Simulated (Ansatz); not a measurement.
The cell of Zn2SiN3 is invented: random cell by space group and Wyckoff sites (Cmmm, No. 65). Lengths were set from tabulated atomic sizes, so they are only a guess.

```
Zn Si N
1.0
     3.01710   -3.06916    0.00000
     3.01710    3.06916    0.00000
     0.00000    0.00000    4.14755
Zn Si N
2 1 3
Direct
  0.23052 0.76948 0.50000
  0.76948 0.23052 0.50000
  0.00000 0.00000 0.00000
  0.00000 0.50000 0.50000
  0.50000 0.00000 0.50000
  0.00000 0.00000 0.50000
```

All numbers below come from DFT PBE, scalar-relativistic, plane waves, PAW in Ansatz 0.2.0. Cutoff 420 eV, Gaussian smearing, Γ-centred meshes. Cell and atoms relax first on a coarse mesh and then on a finer one. In between, the cell is made exact in the group found at 0.06 Å. In metals the finer mesh still leaves noise of several meV/atom or more. The steps can't lower the symmetry of their start. Collinear spin is switched on along the way, since trial moments persisted in a coarse test.

A guess keeps its type if space group and coordination stay and the shape of the cell changes little (axis ratios within about 15 %, angles within 6°); the volume may change.

Question: Will the relaxed cell still be of the starting type?

Answer: It doesn't keep its type. The symmetry stays Cmmm (No. 65). The volume per atom grows by 104.4 %, from 12.8 to 26.2 Å³. The shortest distance goes from 1.41 Å (Zn–N) to 1.66 Å (Si–N). Counting neighbours within 15 % of an atom's shortest distance, the start has N 2, Si 2, Zn 3 and the end N 2, Si 2, Zn 2. In detail, at the end around Zn lie 2 N at 1.77 Å; Si has 2 N at 1.66 Å; around N on a site of symmetry 2/m lie 2 Zn at 1.77 Å; 1 more site not described.

```
CELL_PARAMETERS angstrom
3.53185 -6.71136 0.00000
3.53185 6.71136 0.00000
0.00000 0.00000 3.31227
ATOMIC_POSITIONS crystal
Zn 0.24996 0.75004 0.50000
Zn 0.75004 0.24996 0.50000
Si 0.00000 0.00000 0.00000
N 0.00000 0.50000 0.50000
N 0.50000 0.00000 0.50000
N 0.00000 0.00000 0.50000
```

The last run used collinear spin, a 6×6×12 mesh (in the run's order of axes) for its 6-atom cell and Gaussian smearing of 0.10 eV. Weakly bound directions are ill-defined at this level, which has no dispersion term. Another magnetic order may lie lower. Symmetry constrained the relaxation, so the result can be a saddle point.
